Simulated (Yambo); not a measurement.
Yambo run on LiBr (rock salt, space group Fm-3m, No. 225). The wavefunctions come from this Quantum ESPRESSO step (PBEsol, PseudoDojo standard norm-conserving files, scalar-relativistic):

```
&CONTROL
  calculation = 'nscf'
  pseudo_dir = './pseudo'
  outdir = './out'
/
&SYSTEM
  ibrav = 0
  nat = 2
  ntyp = 2
  ecutwfc = 74.0
  ecutrho = 296.0
  occupations = 'fixed'
  force_symmorphic = .true.
  nbnd = 150
/
&ELECTRONS
  conv_thr = 2e-09
  diago_full_acc = .true.
  diago_thr_init = 1e-08
/
ATOMIC_SPECIES
Li 6.9400 Li.upf
Br 79.9040 Br.upf
CELL_PARAMETERS angstrom
  0.000000000000   2.704840294000   2.704840294000
  2.704840294000   0.000000000000   2.704840294000
  2.704840294000   2.704840294000   0.000000000000
ATOMIC_POSITIONS crystal
Li   0.000000000000   0.000000000000   0.000000000000
Br   0.500000000000   0.500000000000   0.500000000000
K_POINTS automatic
4 4 4 0 0 0
```

Yambo input:

```
rim_cut
gw0
dyson
el_el_corr
HF_and_locXC
ppa
em1d
RandQpts= 1000000
RandGvec= 1 Ry
EXXRLvcs= 74 Ry
VXCRLvcs= 296 Ry
Chimod= "HARTREE"
% BndsRnXp
 2 | 147 |
%
NGsBlkXp= 14 Ry
% LongDrXp
 1.0 | 1.0 | 1.0 |
%
PPAPntXp= 27.2114 eV
% GbndRnge
 1 | 147 |
%
GTermKind= "BG"
DysSolver= "n"
ExtendOut
% QPkrange
 1 | 1 | 5 | 6 |
 3 | 3 | 5 | 6 |
 7 | 7 | 5 | 6 |
 8 | 8 | 5 | 6 |
%
```

k points by index: 1 = Γ, 3 = L, 7 = X, 8 = W.

Table of the .qp output:

```
#    K-point    Band    Eo [eV]    E [eV]    E-Eo [eV]    Vxc [eV]    Vnlxc [eV]    Sc|Eo [eV]    Sc|E [eV]    dSc/dw|Eo [eV]    Re(Z)    Im(Z)
#
    1    5    0.000000    -1.702627    -1.702627    -13.13362    -16.75988    1.531367    1.923635    -6.268837    0.812758    -0.001219
    1    6    4.988625    5.718729    0.730103    -8.960878    -4.537834    -3.556489    -3.692941    -5.084858    0.842554    -0.001139
    3    5    -0.290449    -2.021558    -1.731109    -12.98418    -16.71462    1.598321    1.999336    -6.303196    0.811925    -0.001210
    3    6    5.488171    6.230751    0.742581    -8.155209    -3.851189    -3.426040    -3.561439    -4.960857    0.845802    -0.001121
    7    5    -1.255889    -3.057542    -1.801653    -12.22069    -16.22263    1.775195    2.200292    -6.420763    0.809083    0.002127
    7    6    6.229625    7.043004    0.813379    -8.872555    -4.440279    -3.466167    -3.618898    -5.108840    0.841929    -0.001156
    8    5    -1.254080    -3.037053    -1.782973    -12.22294    -16.16686    1.743872    2.160946    -6.364626    0.810437    -0.001901
    8    6    8.121835    8.988700    0.866865    -9.750662    -4.996574    -3.714251    -3.887222    -5.428863    0.833674    -0.001218
```
(The two width columns are left out.) Convergence of these settings isn't established.

Spin-orbit coupling is not included.

Geometry relaxed with PBEsol.
